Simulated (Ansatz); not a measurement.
**Zone-centre phonons of VRu at 10 GPa: input and output**

These are results of DFT LDA, scalar-relativistic, plane waves, PAW (Ansatz 0.2.0), not measurements.

Launched with:
```bash
ansatz run input.yaml --threads 1 --pin off --max-ram 3072MiB --backend cpu --events-out ev --progress --plain --runs-dir out
```

Input (bare energies are in eV):
```yaml
crystal:
  lattice:
    - [2.9196616044, 0.0, 0.0]
    - [0.0, 2.9196616044, 0.0]
    - [0.0, 0.0, 2.9196616044]
  atoms:
    - { symbol: V, position: [0.5, 0.5, 0.5] }
    - { symbol: Ru, position: [0.0, 0.0, 0.0] }
basis:
  ecutwfc: 420
kpoints:
  mp_grid: { grid: [14, 14, 14] }
hamiltonian:
  xc: lda
scf:
  occupations: { method: fermi_dirac, width: 0.15 }
output:
  eigenvalues: true
phonons:
  method: dfpt
  eigenvectors: true
```

The end of the output:
```
--- Phonons (Γ-DFPT): 2 representative perturbations + reference, on 288 of 2744 k-points (Σ response iterations 6) ---
  k mesh reduced under 8 symmetry operations, with k and −k counted as one. Each operation leaves every solved perturbation unchanged. A smaller set is not used because it would not reduce the number of displacements ...
  ASR residual: 2.617e-3 → 0.000e0 eV/Å²; symmetrization residual: 1.693e-5 eV/Å²
  ASR residual per site (eV/Å²): 2.62e-3 1.30e-3
  Γ frequencies (cm⁻¹): 0.00 0.00 0.00 147.35 147.35 147.35
  non-analytic LO–TO correction: not included (Born effective charges unavailable; polar crystals: no LO–TO splitting at Γ)
```

Time: 40 s on 1 thread of Arm Neoverse V1, on a shared host, peak memory 0.71 GiB.

In a metal, frequencies and elastic constants depend on the k mesh and the smearing, soft modes and shear constants most. Other phases may be more stable at this pressure.